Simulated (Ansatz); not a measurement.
**Ag$_{5}$Pb$_{2}$O$_{6}$, first-principles data**

Ag$_{5}$Pb$_{2}$O$_{6}$:
```cif
data_Ag5O6Pb2
_chemical_formula_sum 'Ag5 Pb2 O6'
_space_group_name_H-M_alt 'P 1'
_space_group_IT_number 1
_cell_length_a 5.91620
_cell_length_b 5.91620
_cell_length_c 6.42384
_cell_angle_alpha 90.000
_cell_angle_beta 90.000
_cell_angle_gamma 120.000
loop_
_space_group_symop_operation_xyz
  'x, y, z'
loop_
_atom_site_label
_atom_site_type_symbol
_atom_site_fract_x
_atom_site_fract_y
_atom_site_fract_z
_atom_site_occupancy
Ag1 Ag 0.00000 0.00000 0.22063 1
Ag2 Ag 0.00000 0.00000 0.77937 1
Ag3 Ag 0.00000 0.50000 0.00000 1
Ag4 Ag 0.50000 0.50000 0.00000 1
Ag5 Ag 0.50000 0.00000 0.00000 1
Pb1 Pb 0.66667 0.33333 0.50000 1
Pb2 Pb 0.33333 0.66667 0.50000 1
O1 O 0.62501 0.62501 0.30577 1
O2 O 0.37499 0.37499 0.69423 1
O3 O 0.37499 0.00000 0.30577 1
O4 O 0.62501 0.00000 0.69423 1
O5 O 0.00000 0.37499 0.30577 1
O6 O 0.00000 0.62501 0.69423 1
```

Space group P-31m (No. 162); conventional cell a = b = 5.9162 Å, c = 6.4238 Å, α = β = 90.00°, γ = 120.00°.

Method: the program Ansatz at the PBEsol level (PAW). The cell and atoms are relaxed at this level. Other levels are named where they apply.

**Cell and energy**

Volume per atom: 14.98 Å³
Density: 8.95 g/cm³
Formation energy from the elements (no fitted shifts): -0.45 eV/atom

**Electronic structure**

- Electronic character: metallic (no gap)
- Density of states at the Fermi level: 0.11 states/eV per atom (mean over ±0.08 eV)
- Gap with spin–orbit coupling: none (metallic)

**Mechanics**

Bulk modulus (Birch–Murnaghan fit): 107 GPa
Pressure derivative B′: 5.4

**Phonons**

* **Highest zone-centre frequency**: 445 cm^-1
* **Zone-centre stability**: no imaginary mode at Γ

The first step of the workflow began from a Materials Project structure, measured or hypothetical; the Crystallography Open Database files this formula in space group No. 162, but the cells were not matched. Whether it is the stable phase at ambient conditions was not checked. The PBEsol relaxation kept the symmetry of its start. No spin polarisation was allowed. With an odd number of electrons in the cell and no spin polarisation, the count alone makes it a metal. As this level gives no gap, phonon frequencies hold no LO–TO term and depend on the k-mesh and smearing (Fermi–Dirac, 0.1 eV here). The references are the lowest solids computed at this level, not always the standard phases (solids in place of the gases). Spin–orbit coupling is left out wherever it is not named.

Potentials: the later of the program's two PAW sets.
